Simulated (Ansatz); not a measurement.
Orbital-resolved density of states of TiO₂

```
CELL_PARAMETERS angstrom
4.59400 0.00000 0.00000
0.00000 4.59400 0.00000
0.00000 0.00000 2.95900
ATOMIC_POSITIONS crystal
Ti 0.00000 0.00000 0.00000
Ti 0.50000 0.50000 0.50000
O 0.30600 0.30600 0.00000
O 0.19400 0.80600 0.50000
O 0.69400 0.69400 0.00000
O 0.80600 0.19400 0.50000
```

Atom numbers follow the list: Ti1, Ti2, O3, O4, O5, O6.

The geometry is COD entry 9007432, unchecked; take it as a test cell.

Computed with DFT, LDA, all-electron LAPW, scalar-relativistic in Ansatz 0.2.0.

Sampling and basis: a Γ-centred 7×7×10 k mesh, Fermi–Dirac smearing of 0.05 eV, basis error target 0.5 meV/atom, no spin polarisation.

States per eV for one atom of each kind, in 0.4 eV bins named by their centres, from the valence-band top, projected on a minimal set of Löwdin-orthogonalised atomic shells; orbitals are real harmonics on the Cartesian axes, equal curves share a column, and empty bins are left out, as is all above 4.3 eV, near the top of the computed bands.

Ti1 3d:

```
# E all dz2 dxz=dyz dx2-y2 dxy
-5.8 0.01 0.00 0.00 0.00 0.00
-5.4 0.19 0.13 0.00 0.00 0.06
-5.0 0.53 0.25 0.08 0.02 0.11
-4.6 0.78 0.16 0.18 0.11 0.15
-4.2 0.79 0.11 0.23 0.05 0.16
-3.8 0.52 0.03 0.18 0.05 0.07
-3.4 0.33 0.03 0.06 0.08 0.10
-3.0 0.32 0.03 0.05 0.10 0.09
-2.6 0.31 0.03 0.07 0.09 0.06
-2.2 0.31 0.02 0.05 0.11 0.08
-1.8 0.38 0.01 0.06 0.17 0.08
-1.4 0.26 0.01 0.06 0.09 0.04
-1.0 0.17 0.02 0.04 0.05 0.02
-0.6 0.04 0.00 0.01 0.02 0.00
-0.2 0.01 0.00 0.00 0.01 0.00
1.8 0.13 0.01 0.02 0.07 0.02
2.2 1.93 0.29 0.19 0.92 0.34
2.6 3.06 0.69 0.61 0.69 0.46
3.0 3.51 1.59 0.55 0.38 0.44
3.4 1.82 0.36 0.33 0.69 0.11
3.8 1.60 0.01 0.30 0.96 0.01
4.2 0.26 0.00 0.00 0.25 0.00
```

O3 2p:

```
# E all pz px=py
-5.8 0.01 0.00 0.01
-5.4 0.25 0.00 0.12
-5.0 0.74 0.20 0.27
-4.6 1.18 0.41 0.38
-4.2 1.16 0.44 0.36
-3.8 0.69 0.41 0.14
-3.4 0.69 0.33 0.18
-3.0 0.80 0.30 0.25
-2.6 1.16 0.32 0.42
-2.2 1.09 0.43 0.33
-1.8 1.29 0.49 0.40
-1.4 1.11 0.36 0.37
-1.0 1.20 0.27 0.46
-0.6 0.53 0.06 0.24
-0.2 0.14 0.00 0.07
2.2 0.08 0.02 0.03
2.6 0.20 0.03 0.08
3.0 0.26 0.10 0.08
3.4 0.24 0.03 0.11
3.8 0.31 0.01 0.15
4.2 0.05 0.00 0.03
```
